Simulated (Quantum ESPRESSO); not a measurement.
## Li in NaI: quadrupolar couplings

Host, cell and atoms relaxed with PBE and no dispersion term (field gradients by a PBE PAW density (pw.x of a modified build of Quantum ESPRESSO, JTH datasets) with the all-electron reconstruction of Petrilli and co-workers, 30 Ha, k-mesh 4×4×4 through Γ):

| site | site symmetry | Vzz (10²¹ V/m²) | η_Q | ∣C_Q∣ (MHz) |
|---|---|---|---|---|
| Na (atoms 1, 3, 5, 7) | m-3m | 0 | – | 0 (²³Na) |
| I (atoms 2, 4, 6, 8) | m-3m | 0 | – | 0 (¹²⁷I) |

Its cell: a = 6.499 Å, b = 6.499 Å, c = 6.499 Å, α = 90.00°, β = 90.00°, γ = 90.00°.

Changed cell (atom 1 is the new one; 30 Ha, k-mesh 4×4×4 through Γ):

```xyz
8
Lattice="6.4122 0.0000 0.0000 0.0000 6.4122 0.0000 0.0000 0.0000 6.4122" Properties=species:S:1:pos:R:3 pbc="T T T"
Li     0.0000     0.0000     0.0000
I      3.2061     0.0000     0.0000
Na     0.0000     3.2061     3.2061
I      3.2061     3.2061     3.2061
Na     3.2061     0.0000     3.2061
I      0.0000     0.0000     3.2061
Na     3.2061     3.2061     0.0000
I      0.0000     3.2061     0.0000
```
The cell was made here from a computed Materials Project entry: one of 4 Na replaced by Li, cell and atoms relaxed (PBE without dispersion, pw.x of Quantum ESPRESSO, symmetry kept). The parent is NaI in Fm-3m. The swapped cell is a model, not a known phase. Stability against distortions was not tested.

Quadrupole moments taken as inputs (sizes, barn, from the tables of PySCF and pymatgen): ²³Na 0.104, ¹²⁷I 0.696, ⁷Li 0.0401.

Principal values are ordered |Vxx| ≤ |Vyy| ≤ |Vzz|, η = (Vxx − Vyy)/Vzz, and C_Q = eQVzz/h is given by its size. Cores are frozen. I had no test against all-electron runs. Spin–orbit coupling is left out, a limit on I.

What do the sites of the changed cell show?


```csv
site,distance to atom 1 (Å),Vzz (10²¹ V/m²),η_Q,∣C_Q∣ (MHz)
Li (atom 1),–,0,–,0
"I1 (atoms 2, 6, 8)",3.21,5.96,0.00,100
"Na (atoms 3, 5, 7)",4.53,under 0.2,–,under 0.49
I2 (atom 4),5.55,0,–,0
```
The swap repeats in every cell, so this is an ordered compound and not a dilute impurity.
